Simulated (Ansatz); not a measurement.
**KCdF3 (Pm-3m), tetragonal deformation path**

Computed with DFT LDA, scalar-relativistic, plane waves, PAW (Ansatz). The runs took a 420 eV cutoff, a Γ-centred 6×6×6 mesh and Gaussian smearing (0.05 eV). No spin polarisation. Energies are free energies at this smearing, counted from the undisturbed cell; pressure is positive in compression.

Zero of the scan (as given, not relaxed at this level; it stands at -3.5 GPa, and it needn't be the usual structure):

```xyz
5
Lattice="4.3821 0.0000 0.0000 0.0000 4.3821 0.0000 0.0000 0.0000 4.3821" Properties=species:S:1:pos:R:3 pbc="T T T"
K     0.0000    0.0000    0.0000
Cd    2.1910    2.1910    2.1910
F     0.0000    2.1910    2.1910
F     2.1910    0.0000    2.1910
F     2.1910    2.1910    0.0000
```

At fixed volume and fractional coordinates, lengths along (0.000, 0.000, 1.000) are scaled against those across it; ρ is that ratio over its starting value.

```tsv
ρ	ΔE (meV/atom)	pressure (GPa)	gap on the mesh (eV)
0.650	?	?	2.54
0.707	579.7	12.7	2.38
0.780	249.7	4.1	2.33
0.850	?	-0.4	?
0.920	21.8	-2.7	2.58
0.960	4.9	-3.3	2.69
1.000	0.0	-3.5	2.81
1.050	6.4	-3.3	2.66
1.100	23.4	-2.6	2.51
1.200	?	0.0	2.21
1.300	165.6	3.8	1.89
1.414	290.1	9.3	1.48
1.500	?	?	1.15
```

Problem. Give the withheld values.

Solution. ΔE (meV/atom) at ρ = 0.650: 1050.1; pressure (GPa) at ρ = 0.650: 23.7; ΔE (meV/atom) at ρ = 0.850: 92.9; gap on the mesh (eV) at ρ = 0.850: 2.42; ΔE (meV/atom) at ρ = 1.200: 81.6; ΔE (meV/atom) at ρ = 1.500: 404.9; pressure (GPa) at ρ = 1.500: 14.1.

Symmetry holds off the tilts and polar distortions that many cubic perovskites undergo.